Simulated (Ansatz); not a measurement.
Values for one crystal, relaxed and computed with LDA in the plane-wave PAW code Ansatz; other levels are named.

| Quantity | Value |
|---|---|
| Volume per atom | 10.68 Å³ |
| Band gap | 3.49 eV (direct) |
| Static dielectric constant ε0 (ions relaxed, cell fixed) | 5.86 (xx = yy), 9.18 (zz) |
| Electronic dielectric constant ε∞ (DFPT) | 3.00 (xx = yy), 3.02 (zz) |
| Pressure derivative B′ | 4.1 |
| Debye temperature from the elastic constants | 693 K |
| Hill bulk and shear moduli | 141 and 65.9 GPa |

Problem. Which of these materials gives this?
(A) SiGeO3, P4mm (Si on 1b, Ge on 1a, O on 2c, O on 1b)
(B) BaTiO3, Amm2 (Ba on 2a, Ti on 2b, O on 4e, O on 2a)
(C) MgO, P6_3/mmc (Mg on 2c, O on 2d)
(D) V2O5, P2_1/m (Pearson symbol mP14)

Solution. C, MgO, P6_3/mmc (Mg on 2c, O on 2d)

The workflow started from a Materials Project entry (that database holds measured and hypothetical structures alike); the Crystallography Open Database copy checked does not list it. It is not the phase usual at ambient conditions (space group No. 225). The LDA relaxation kept the symmetry of its start; its stability against distortions is not shown here.

Potentials: the earlier of the program's two PAW sets. The files were generated under PBE; for other functionals the program regenerates the frozen cores, and for LDA and PBEsol the local potential too.
